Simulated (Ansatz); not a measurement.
Tl₃VSe₄:
Space group I-43m (No. 217); a = b = c = 7.660 Å, α = β = γ = 90.00°

```csv
atom,site,symmetry,x,y,z
V,2a,-43m,0.0000,0.0000,0.0000
Tl,6b,-42.m,0.0000,0.0000,0.5000
Se,8c,.3m,0.3285,0.3285,0.3285
```
(The calculation used a cell of 8 atoms; values per cell refer to that cell.)

Relaxed with PBEsol. 

Q: HSE06 on this cell (Ansatz, a quantum-chemistry and plane-wave program, PAW) gives a gap of 2.25 eV. What does PBEsol give?

A: 1.52 eV.

Cost on shared cores: the PBEsol run (SCF on a 5×5×5 mesh, then bands and DOS) around 2.9 core-minutes (rough), the HSE06 run (SCF on 3×3×3, then a few points) around 4 core-minutes (rough); the tasks are unlike.

The first step of the workflow began from a Materials Project structure, measured or hypothetical; the Crystallography Open Database copy checked does not list it. Whether it is the stable phase at ambient conditions was not checked. The cell was relaxed with PBEsol under the symmetry of its start; its stability against distortions is not shown here. No spin polarisation was allowed. Scalar-relativistic: spin–orbit coupling is off unless named, which matters more the heavier the elements.

Potentials: the later of the program's two PAW sets.

Ansatz is a plane-wave DFT program.
